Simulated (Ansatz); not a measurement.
## CsCaBr3: enthalpy against pressure

CsCaBr3, Pm-3m, a = 5.709 Å. The structure is a Materials Project entry; whether it is the stable form wasn't checked. Ansatz: r2SCAN, PAW, 500 eV, Γ-centred 4×4×4 mesh on 5 atoms, Gaussian smearing 0.02 eV; no spin polarisation. Cell and atoms are relaxed at each pressure, and no other structure is tried, so the rows at high pressure may lie past a change of phase. y is the enthalpy over the state at zero pressure; there V0 = 37.208 Å³/atom. The pressures are the targets, met within 0.03 GPa.

```tsv
P (GPa)	y (eV/atom)
-1.0	-0.2378
0.0	0.0000
1.0	0.2274
4.0	0.8649
12.0	2.3685
25.0	?
50.0	7.9788
90.0	12.7448
```

Task: Fit y = c1 P + c2 P² + c3 P³ to the other rows, say what c1 and c2 mean, and predict the missing value.

Result: Least squares on the rows shown. y = 0.21555 P − 0.0014932 P² + 7.4625×10⁻⁶ P³. Since dH/dP = V, c1 is V0: 0.21555 eV/GPa × 160.2 = 34.531 Å³ against 37.208; c2 = −V0/(2B0) gives B0 = 72 GPa, where a Birch–Murnaghan fit to the volumes of the same runs (not shown) gives 23 GPa. The volume falls by 52 % over the range, most steeply at the start, which a cubic can't follow: here c1 isn't V0 and c2 doesn't give B0. Above P = −c2/(3 c3) = 67 GPa the cubic's slope, the volume, would rise with pressure, so the form fails there. With a term in P⁴ added, the coefficient of P becomes 0.2291, 6 % more, which shows how far this figure hangs on the form. At P = 25.0 the fit asked for gives 4.5721 eV/atom. The run gave 4.4851 eV/atom, so the fit is 0.0870 eV/atom too high, 0.67 % of the span of the series, against an rms of 0.0161 eV/atom on the fitted rows. With a term in P⁴ added, a fit to the same known rows predicts 4.4007 eV/atom, which misses by about as much or more on the other side: the known rows don't fix the higher terms.

The mesh isn't the same in all rows (4×4×4, 6×6×6).

Symmetry holds off the tilts and polar distortions that many cubic perovskites undergo.

Cost: 8 runs of about 4.3 core-minutes in all, on Arm Neoverse V2 (shared hosts).